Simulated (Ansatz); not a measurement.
**Ba3TaGa3Si2O14 and a variant**

Base: a COD entry whose atoms were relaxed with PBE, the cell held.

```cif
data_Ba3TaGa3Si2O14
_symmetry_space_group_name_H-M 'P321'
_symmetry_Int_Tables_number 150
_cell_length_a 8.5150
_cell_length_b 8.5150
_cell_length_c 5.1920
_cell_angle_alpha 90.000
_cell_angle_beta 90.000
_cell_angle_gamma 120.000
loop_
_atom_site_label
_atom_site_type_symbol
_atom_site_symmetry_multiplicity
_atom_site_Wyckoff_symbol
_atom_site_fract_x
_atom_site_fract_y
_atom_site_fract_z
Ba Ba 3 e 0.4320 0.0000 0.0000
Ta Ta 1 a 0.0000 0.0000 0.0000
Ga Ga 3 f 0.7456 0.0000 0.5000
Si Si 2 d 0.3333 0.6667 0.4779
O10 O 2 d 0.3333 0.6667 0.7867
O12 O 6 g 0.4736 0.2980 0.6516
O18 O 6 g 0.2186 0.1037 0.2261
```

One atom of each set is listed.

Level of theory: DFT, PBE, plane waves and PAW, scalar-relativistic, 420 eV cutoff, Γ-centred 3×3×4 k-points, Fermi–Dirac smearing 0.02 eV (Ansatz 0.2.0).

**Question.** Variant: atom 10 (O) replaced by S, ions relaxed, the cell held. What happens to the gradients (10²¹ V/m²)?

**Answer.** 

| site | atoms alike | V_zz base | η base | V_zz variant | η variant |
| --- | --- | --- | --- | --- | --- |
| Ba | 3 | 6.57 | 0.97 | 11.11 | 0.79 |
| Ta | 1 | -11.05 | 0.00 | -15.58 | 0.00 |
| Ga | 3 | -6.61 | 0.05 | -7.15 | 0.16 |
| Si8 | 1 | -2.41 | 0.00 | 0.19 | 0.00 |
| Si9 | 1 | -2.41 | 0.00 | -1.84 | 0.00 |
| O10 | 1 | 4.16 | 0.00 | S 8.51 | 0.00 |
| O11 | 1 | 4.16 | 0.00 | 4.51 | 0.00 |
| O12 | 3 | 7.32 | 0.37 | 7.76 | 0.31 |
| O15 | 3 | 7.32 | 0.37 | 7.47 | 0.19 |
| O18 | 3 | 6.85 | 0.04 | 6.84 | 0.04 |
| O21 | 3 | 6.85 | 0.04 | 7.38 | 0.10 |

The largest change of V_zz among the elements kept is on Ba, from 6.57 to 11.11. In per cent, |V_zz| changes by +69 on Ba, +41 on Ta, +8 on Ga, -24 on Si, 0 to +9 on O (all sites that start above 0.5, bar those whose gradient vanishes or changes sign or whose main axis turns by over 40°). Where |V_zz| stays above 0.1, η moves most on Ba, from 0.97 to 0.79. V_zz changes sign on Si8 (same axis). The number of symmetry-distinct sites goes from 7 to 11.

The S atoms stand 5.19 Å apart, so this is an ordered compound, not a dilute alloy. The relaxation keeps the symmetry of the start, which can hold atoms on axes and η at zero.

Without spin–orbit coupling the gradients at and beside Ta can be off by some per cent, at some sites by more. With these PAW files V_zz is typically within 2 to 3 % of all-electron values, but misses above 10 % occur on Ta.
For the variant: The substituted crystal keeps its parent's cell, where the PBE pressure is 8 GPa, so with PBE the cell would grow if it were relaxed.
